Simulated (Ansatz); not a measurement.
ScPd3 in space group I4/mmm (No. 139; Pd on 2b, Pd on 4d, Sc on 2a) at seven volumes, DFT-r²SCAN in the program Ansatz with PAW potentials, shape and atoms relaxed at each. One row is withheld.

| V (Å³/atom) | P (GPa) |
|---|---|
| 14.504 | 18.17 |
| 14.982 | 11.02 |
| 15.460 | 5.03 |
| 15.939 | 0.00 |
| 16.417 | -4.21 |
| 16.895 | ? |
| 17.373 | -10.69 |

Problem. Fit the shown pressures and predict the withheld one.

Solution. P = (3/2)B₀(x^(7/2) − x^(5/2))[1 + (3/4)(B′ − 4)(x − 1)] with x = (V₀/V)^(2/3). Least squares on the six rows gives V₀ = 15.939 Å³/atom, B₀ = 153 GPa, B′ = 4.87. At V = 16.895, x = 0.9619 and P = -7.74 GPa. The run itself gave -7.74 GPa.

The cell is a constructed one: a structure type filled with these elements; neither database checked (COD, Materials Project) lists it. COD files the formula under space group No. 221, so this cell is another polymorph or a model. Whether it is the stable phase at ambient conditions was not checked. The cell was relaxed with r²SCAN under the symmetry of its start; whether a distortion lowers the energy is not shown. No spin polarisation was allowed.

Potentials: the earlier of the program's two PAW sets.
